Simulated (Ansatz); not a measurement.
**Mn$_{2}$As: magnetovolume behaviour**

These are results of DFT PBEsol, scalar-relativistic, plane waves, PAW in Ansatz 0.2.0, not measurements.

```
Mn As
1.0
     3.76900    0.00000    0.00000
     0.00000    3.76900    0.00000
     0.00000    0.00000    6.27800
Mn As
4 2
Direct
  0.00000 0.00000 0.00000
  0.50000 0.50000 0.00000
  0.50000 0.00000 0.67000
  0.00000 0.50000 0.33000
  0.50000 0.00000 0.26500
  0.00000 0.50000 0.73500
```

```json
{
 "plane-wave cutoff": "420 eV",
 "Γ-centred k-mesh": "10×10×6",
 "occupation rule": "Gaussian smearing, 0.1 eV",
 "list of starting moments (μB, in atom order)": "4 4 -4 -4 0 0",
 "check for lower electronic states after the SCF": "off"
}
```

The cell is scaled evenly at fixed fractional positions, V₀ being the volume of the cell shown; start: antiferromagnetic in the cell, signs ++--. The states are those that the runs reached from these starts; a lower one can exist. Energies are extrapolated to zero smearing.

Site moments are spin moments in atom-centred spheres that scale with the neighbour distance.

```tsv
V/V₀	E above lowest (meV/atom)	P (GPa)	cell moment (μB)	site moments (μB)
0.800	52.5	16.0	-2.38	Mn +1.26 (×2), Mn -2.40 (×2)
0.860	0.0	3.7	-2.56	Mn +1.59 (×2), Mn -2.81 (×2)
0.920	5.3	-5.0	-2.64	Mn +1.85 (×2), Mn -3.10 (×2)
0.960	31.9	-9.1	-2.69	Mn +2.01 (×2), Mn -3.27 (×2)
1.000	71.6	-12.2	-2.69	Mn +2.16 (×2), Mn -3.41 (×2)
1.040	121.1	-14.4	-2.63	Mn +2.32 (×2), Mn -3.54 (×2)
1.100	207.5	-16.3	-2.42	Mn +2.60 (×2), Mn -3.70 (×2)
1.180	329.8	-16.7	-1.98	Mn +3.03 (×2), Mn -3.91 (×2)
```